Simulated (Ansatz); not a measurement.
The cell below belongs to a search over invented structures; it isn't taken from experiment.

Input and command of a plane-wave DFT calculation in Ansatz:

```yaml
crystal:
  lattice:
    - [3.0676139559, 0.0, 0.0]
    - [-1.5338069779, 2.6566316149, 0.0]
    - [0.0, 0.0, 8.6934491583]
  atoms:
    - { symbol: V, position: [0.3333333333, 0.6666666667, 0.2394402925], spin: 1.44 }
    - { symbol: V, position: [0.6666666667, 0.3333333333, 0.7605597075], spin: 1.44 }
    - { symbol: Ge, position: [0.0, 0.0, 0.0] }
    - { symbol: O, position: [0.6666666667, 0.3333333333, 0.3220415745] }
    - { symbol: O, position: [0.3333333333, 0.6666666667, 0.6779584255] }
basis:
  ecutwfc: 500
kpoints:
  mp_grid: { grid: [12, 12, 4] }
hamiltonian:
  xc: r2scan
scf:
  occupations: { method: gaussian, width: 0.1 }
output:
  forces: true
  stress: true
  eigenvalues: true
  populations: true
magnetization:
  spin_polarized: true
```

```bash
ansatz run input.yaml --threads 1 --pin off --max-ram 2560MiB --backend cpu --events-out ev --progress --plain --runs-dir out
```

Processor: Intel(R) Xeon(R) Platinum 8259CL CPU @ 2.50GHz (Skylake/Cascade Lake), 1 thread, on a host shared with other jobs.

Problem. Estimate time, memory and problem size.

Solution. About 70 s, peak memory 0.81 GiB. It solves 33 bands at 69 k points (after reduction by symmetry) with about 1819 plane waves, in 21 SCF iterations.
